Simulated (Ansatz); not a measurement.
CuAu in space group R-3m (No. 166; Cu on 3b, Au on 3a), a = b = 2.8593 Å, c = 12.5875 Å, α = β = 90.00°, γ = 120.00°; the cell used has 2 atoms.

This is the r²SCAN-relaxed structure.

### Question
All from plane-wave PAW r²SCAN (Ansatz code), unless another level is named. Estimate the bulk modulus (Birch–Murnaghan fit).

### Answer
149 GPa.

### Question
Next, the highest zone-centre frequency?

### Answer
6.42 THz.

The workflow started from a Materials Project entry (that database holds measured and hypothetical structures alike); the Crystallography Open Database copy checked does not list it. It is not the phase usual at ambient conditions (space group No. 123). Symmetry was held in the r²SCAN relaxation; whether a distortion lowers the energy is not shown. The run is not spin-polarised. As this level gives no gap, phonon frequencies hold no LO–TO term and depend on the k-mesh and smearing (Fermi–Dirac, 0.1 eV here). Axis ratios of metals converge slowly with the k-mesh, so a and c are less sure than the volume. Scalar-relativistic: spin–orbit coupling is off unless named, which matters more the heavier the elements.

Potentials: the later of the program's two PAW sets.
